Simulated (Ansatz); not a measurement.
Sc2GeB2 in space group P-6m2 (No. 187; Sc on 2h, Ge on 1a, B on 1b, B on 1f) under volume change, PBE in the plane-wave PAW code Ansatz, shape and atoms relaxed at each volume.

```csv
V (Å³/atom),E − E(relaxed) (meV/atom),P (GPa)
12.582,51.5,14.36
12.997,21.6,8.82
13.412,5.1,4.06
13.827,0.0,-0.01
14.242,4.6,-3.49
14.657,17.6,-6.45
15.071,37.7,-8.97
```

Q: What does a third-order Birch–Murnaghan fit give for V₀, B₀ and B′?

A: V₀ = 13.83 Å³/atom, B₀ = 125 GPa, B′ = 4.2.

The start of the workflow was typed in or built on a structure type; neither database checked (COD, Materials Project) lists it. Its standing as an ambient phase is unchecked. The PBE relaxation kept the symmetry of its start; whether a distortion lowers the energy is not shown. No spin polarisation was allowed.

Potentials: the earlier of the program's two PAW sets.
